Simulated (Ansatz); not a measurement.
Space group I-42m (No. 121). a = 5.730 Å, b = 5.730 Å, c = 11.023 Å, α = 90.00°, β = 90.00°, γ = 90.00°
```csv
atom,site,symmetry,x,y,z
Cd,2a,-42m,0.0000,0.0000,0.0000
Cu,4d,-4..,0.5000,0.0000,0.2500
Ge,2b,-42m,0.5000,0.5000,0.0000
Se,8i,..m,0.2672,0.2672,0.1370
```

Equation of state of this CdCu2GeSe4 structure (not necessarily the ground state), with shape and atoms relaxed at each volume where symmetry leaves them free. Theory: Ansatz 0.2.0, DFT PBEsol, scalar-relativistic, plane waves, PAW.

Cutoff 420 eV; k points 10×10×10 on the computed 8-atom cell (Γ-centred); Gaussian smearing, width 0.10 eV; no spin polarisation.

| V (Å³/atom) | E − E(largest V) (meV/atom) | P (GPa) | gap on mesh (eV) |
| --- | --- | --- | --- |
| 19.906 | 47.36 | 11.47 | 0.11 |
| 20.584 | 6.73 | 7.84 | 0.00 |
| 21.263 | -19.75 | 4.76 | 0.00 |
| 21.942 | -34.27 | 2.18 | 0.00 |
| 22.620 | -38.77 | 0.01 | 0.00 |
| 23.299 | -34.82 | -1.82 | 0.00 |
| 23.977 | -23.79 | -3.35 | 0.00 |
| 24.882 | 0.00 | -5.01 | 0.00 |

Fit a third-order Birch–Murnaghan equation to E(V).

V0 = 22.62 Å³/atom, B0 = 66 GPa, B0' = 4.8.

The gaps are read on the mesh, which can miss the band edges, so they can be too wide.